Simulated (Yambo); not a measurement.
NaSbF6 (space group Fm-3m, No. 225), G0W0@LDA (Yambo, plasmon pole, terminator in G, 2×2×2 mesh): gap Γ → Γ in eV by bands and screening block.

```json
[
 {"bands (W and G)": "59", "2 Ry": "11.48", "3 Ry": "11.29", "4 Ry": "10.88", "6 Ry": "10.77", "7 Ry": "10.75"},
 {"bands (W and G)": "85", "2 Ry": "11.12", "3 Ry": "10.92", "4 Ry": "10.50", "6 Ry": "10.39", "7 Ry": "10.38"},
 {"bands (W and G)": "121", "2 Ry": "10.93", "3 Ry": "10.73", "4 Ry": "10.31", "6 Ry": "10.20", "7 Ry": "10.19"},
 {"bands (W and G)": "165", "2 Ry": "10.87", "3 Ry": "10.65", "4 Ry": "10.22", "6 Ry": "[?]", "7 Ry": "10.10"},
 {"bands (W and G)": "212", "2 Ry": "10.82", "3 Ry": "[?]", "4 Ry": "[?]", "6 Ry": "10.06", "7 Ry": "10.05"}
]
```

Task: Estimate the withheld gaps from their neighbours; the computed values follow.

Result: 
- 165, 6 Ry: 10.11
- 212, 3 Ry: 10.60
- 212, 4 Ry: 10.16

The largest settings aren't shown to be the converged limit.

The standard potential for Sb keeps a d shell in the valence without the s and p states of that shell. In tests on such compounds this moved G0W0 gaps by up to about 0.9 eV, so absolute quasiparticle energies here are unreliable; differences between settings are what counts.

Spin-orbit coupling is not included.

Geometry of the Materials Project entry, not relaxed at this level; primitive cell a = b = c = 5.847 Å, α = β = γ = 60.00°.
